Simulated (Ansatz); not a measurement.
Problem. Os (hcp (Mg type), P6_3/mmc) is relaxed with plane-wave PAW LDA (Ansatz code). What lattice parameters of the conventional cell result?

Solution. a = 2.716 Å, c = 4.290 Å.

Symmetry was held in the LDA relaxation. The run is not spin-polarised. Axis ratios of metals converge slowly with the k-mesh, so a and c are less sure than the volume. Spin–orbit coupling is left out wherever it is not named.

Potentials: the earlier of the program's two PAW sets.
